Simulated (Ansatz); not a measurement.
Si (diamond), conventional cell a = b = c = 5.4699 Å, α = β = γ = 90.00°. The calculation uses the primitive cell of 2 atoms, to which meshes and values per cell refer.

This relaxed cell (volume V₀) is scaled evenly in all directions, its shape held. Symmetry pins the atoms to their sites.

All values below come from PBE (plane waves to 420 eV, PAW, scalar-relativistic; Ansatz, a quantum-chemistry and plane-wave program). k mesh 10×10×10 (Γ-centred), Fermi-Dirac smearing 0.05 eV. E stands for the smeared free energy. Compression counts positive. Si was relaxed with its symmetry unable to fall. The PAW data are Ansatz's earlier set. ΔE is measured from the relaxed starting cell.

Task: What ΔE (meV/atom) and P (GPa) does the calculation give at V/V₀ = 0.840, 0.880, 0.920, 0.960, 1.040, 1.080, 1.120, 1.160?

Result: 
```tsv
V/V₀	ΔE (meV/atom)	P (GPa)
0.840	196.6	22.3
0.880	102.2	14.9
0.920	42.0	8.9
0.960	9.8	4.0
1.040	8.5	-3.2
1.080	31.7	-5.8
1.120	66.7	-7.8
1.160	111.1	-9.5
```

(Under strain, the slope of the energy per volume gives the stress and its curvature an elastic modulus.)
